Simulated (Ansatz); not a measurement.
**Mg (P6/mmm), two-dimensional strain map**

The calculation used DFT r2SCAN, scalar-relativistic, plane waves, PAW in Ansatz 0.2.0. Settings: plane waves to 500 eV, k-mesh 18×18×16 (Γ-centred), Gaussian smearing 0.15 eV. No spin polarisation. Energies are free energies at this smearing, counted from the undisturbed cell; pressure is positive in compression.

The starting cell (as given, not relaxed at this level; it stands at 0.6 GPa; this form isn't the usual structure):

```
Mg
1.0
     3.05030    0.00000    0.00000
    -1.52515    2.64164    0.00000
     0.00000    0.00000    3.04484
Mg
1
Direct
  0.00000 0.00000 0.00000
```

The cell is strained by p along both x and y and by q along z, fractional coordinates fixed. Points are written (p, q).

Energy above the undisturbed cell in meV/atom (a dash: not computed):

```csv
p \ q,-0.050,-0.025,0.000,0.025,0.050
-0.050,?,65.9,?,?,70.4
-0.025,32.9,–,17.9,–,–
0.000,14.3,–,0.0,–,10.2
0.050,35.0,–,22.3,–,35.3
```

(1) Fill in the withheld energies.

## Answers

(1) (-0.050, -0.050): 77.6; (-0.050, 0.000): 61.8; (-0.050, 0.025): 63.6.